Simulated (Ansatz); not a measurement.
The numbers come from plane-wave PAW DFT (Ansatz): m-r2SCAN, no spin polarisation, 500 eV, 5×5×5 Γ-centred k points, fermi-dirac occupations (width 0.019 eV). Nothing was relaxed.

Computed maps in the lattice plane spanned by b (left to right, 5.91 Å, 18 points from zero) and c (bottom to top, 5.91 Å, 18 points from zero), 61° apart, at height 0.175 along a. The fields are smooth PAW ones with compensation charges, not the true ones near nuclei.

Valence density. Digits on a logarithmic scale: 0 up to 0.03 e/Å³, each further digit a factor of 1.6, 9 from 1.3 e/Å³ up:
```
776532125799997678
777653124799998667
667654213699998655
455654211478877544
334444210135555433
233332210012333222
233221100012222111
233322100123343211
123333321245666532
112234553246888974
211123565346999995
310002455335899986
310000134324699975
310000012222468875
310000013333345665
321000024565434554
542100125788755565
654321125899986677
```

ELF. Ten even steps from '0' (0.01) to '9' (0.97):
```
124310004774586122
124531003886478311
114652001899778511
012564100599876510
000244200058754210
000001100000111000
121000000000000000
133100000022222000
023100000056657840
002100220058878994
100000242028888999
400000133007887898
300000000003788775
100000000000378864
100000001210014552
000000026775101111
110000026898720111
122100015888872121
```

Task: The cell is Na₂SnH₆O₆. Which atoms lie within 0.2 Å of this plane, and where (fractions of b and c)?

Result: H at (0.86, 0.41), H at (0.59, 0.83), O at (0.63, 0.92). The whole cell:
```xyz
15
Lattice="3.0074 1.7363 4.7810 -3.0074 1.7363 4.7810 0.0000 -3.4726 4.7810" Properties=species:S:1:pos:R:3 pbc="T T T"
Na    0.0000    0.0000    4.7648
Na    0.0000    0.0000    9.5783
H     0.7099   -1.9659    6.9046
H     1.3476    1.5978    6.9046
H    -2.0575    0.3682    6.9046
H    -0.7099    1.9659    7.4385
H    -1.3476   -1.5977    7.4385
H     2.0575   -0.3682    7.4385
Sn    0.0000    0.0000    0.0000
O     0.8586   -1.9521    5.9356
O     1.2613    1.7196    5.9356
O    -2.1199    0.2325    5.9356
O    -0.8586    1.9521    8.4074
O    -1.2613   -1.7196    8.4074
O     2.1199   -0.2325    8.4074
```

Origin: a database entry at a rescaled volume. Caveats: m-r2SCAN is r2SCAN with a changed spin dependence that lowers moments.
